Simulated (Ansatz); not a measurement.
# Computed properties of Al

```yaml
crystal:
  lattice:
    - [0.00000, 2.02398, 2.02398]
    - [2.02398, 0.00000, 2.02398]
    - [2.02398, 2.02398, 0.00000]
  atoms:
    - { symbol: Al, position: [0.00000, 0.00000, 0.00000] }
```

Conventional cell: a = 4.048 Å, b = 4.048 Å, c = 4.048 Å, α = 90.00°, β = 90.00°, γ = 90.00°. Al (atom 1) is surrounded by 12 Al at 2.86 Å.

The cell is COD entry 4313206, as deposited and not checked against the literature; nothing was relaxed.

Level of theory: Ansatz 0.2.0, DFT, PBEsol, all-electron LAPW, scalar-relativistic.

Numerical set-up: a Γ-centred 14×14×14 k mesh, Fermi–Dirac smearing of 0.05 eV, basis error target 1 meV/atom, no spin polarisation.

```yaml
Pressure_at_this_cell: -2.10 GPa
Band_gap: "none: with an odd electron count and no spin polarisation the bands can't all be full, a metal in this set-up (spin order or a larger cell could open a gap)"
Density_of_states_at_the_Fermi_level_0.2_eV_bin: 0.36 states/eV per cell
Volume_per_atom: 111.9 bohr³
```
